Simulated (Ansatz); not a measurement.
A relaxed structure of NbP is spoiled in several ways and relaxed again each time (noise and exchanges are one random draw each; pressure is positive under compression). These are PBEsol (plane waves to 420 eV, PAW, scalar-relativistic; Ansatz, a quantum-chemistry and plane-wave program) values and carry that method's errors.

```cif
data_Nb4P4
_chemical_formula_sum 'Nb4 P4'
_space_group_name_H-M_alt 'I41md'
_space_group_IT_number 109
_space_group_name_Hall 'I 4bw -2'
_cell_length_a 3.32049
_cell_length_b 3.32049
_cell_length_c 11.28750
_cell_angle_alpha 90.000
_cell_angle_beta 90.000
_cell_angle_gamma 90.000
loop_
_atom_site_label
_atom_site_type_symbol
_atom_site_symmetry_multiplicity
_atom_site_Wyckoff_symbol
_atom_site_fract_x
_atom_site_fract_y
_atom_site_fract_z
_atom_site_occupancy
Nb1 Nb 4 a 0.00000 0.00000 0.74913 1
P1 P 4 a 0.00000 0.00000 0.16687 1
```
(The calculation used a cell of 4 atoms; values per cell refer to that cell.)

```csv
change,first pressure (GPa),largest first force (eV/Å),released (eV/atom),moves,outcome,final group,E − E(parent) (eV/atom)
with one P and one Nb atom exchanged in a cell of 4 atoms,13,1.6,0.55,12,trapped higher,I4/mmm,+1.00
"deformed by the Cartesian strain tensor (xx, yy, zz, yz, xz, xy) = (0.110, 0.021, -0.074, -0.026, -0.021, -0.037)",___,1.2,___,7,___,___,___
```

Task: Some entries are withheld; supply them.

Result: 
- deformed by the Cartesian strain tensor (xx, yy, zz, yz, xz, xy) = (0.110, 0.021, -0.074, -0.026, -0.021, -0.037), first pressure (GPa): -7
- deformed by the Cartesian strain tensor (xx, yy, zz, yz, xz, xy) = (0.110, 0.021, -0.074, -0.026, -0.021, -0.037), released (eV/atom): 0.26
- deformed by the Cartesian strain tensor (xx, yy, zz, yz, xz, xy) = (0.110, 0.021, -0.074, -0.026, -0.021, -0.037), outcome: returns to the parent
- deformed by the Cartesian strain tensor (xx, yy, zz, yz, xz, xy) = (0.110, 0.021, -0.074, -0.026, -0.021, -0.037), final group: I4₁md
- deformed by the Cartesian strain tensor (xx, yy, zz, yz, xz, xy) = (0.110, 0.021, -0.074, -0.026, -0.021, -0.037), E − E(parent) (eV/atom): 0.00

First-step values come from each run's starting, coarser k-mesh (10×10×10, 7×7×10). Each cell has its own k-point mesh; energy differences are given only to the digits this allows. No spin polarisation in the result.

The first start was generated by placing the elements on the sites of a structure type. Materials Project lists a structure of NbP in the same space group, I4₁md (No. 109); the sites were not compared with it, nor with measured phases.
